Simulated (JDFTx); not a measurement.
| Property | Value |
|---|---|
| surface | Pt(110) |
| bulk | Pt, Fm-3m, lattice of mp-126 (not re-optimised) |
| slab | 8 atoms in 8 planes, 1x1, 9.6 Å between the outermost planes |
| in-plane cell | 2.788 × 3.943 Å, 10.99 Å² |
| cell height | 25.8 Å |
| sampling | 8×6×1 k mesh, Fermi smearing 0.01 Ha, no spin polarisation |

Level of theory: PBE, GBRV ultrasoft potentials, plane waves to 20/100 Ha; code: JDFTx (a modified build). Liquid on both sides: linear PCM (GLSSA13), water, 0.5 M NaCl; nuclei fixed. 

Charging data:

```tsv
U − U_pzc (V)	σ (μC/cm²)
-0.89	-12.14
-0.49	-6.94
0.00	0.00
0.31	4.94
0.71	11.89
0.88	15.00
0.91	15.68
```

Worked example: a check of Lippmann's equation. The grand free energy per area against the neutral slab, Δγ = [F(N) − F(N₀) − μ(N − N₀)]/2A, is taken from the total energies of the same runs.

```
U − U_pzc (V)  Δγ (mJ/m²)
-------------  ----------
-0.89               -55.5
-0.49               -17.2
0.00                  0.0
0.31                 -7.6
0.71                -41.0
0.88                -63.1
0.91                -68.5
```

Δγ is largest at zero charge and falls away from it, as dγ/dU = −σ demands. At 0.91 V the computed -68.5 mJ/m² stands beside -71.7 mJ/m² from the constant-capacitance formula.
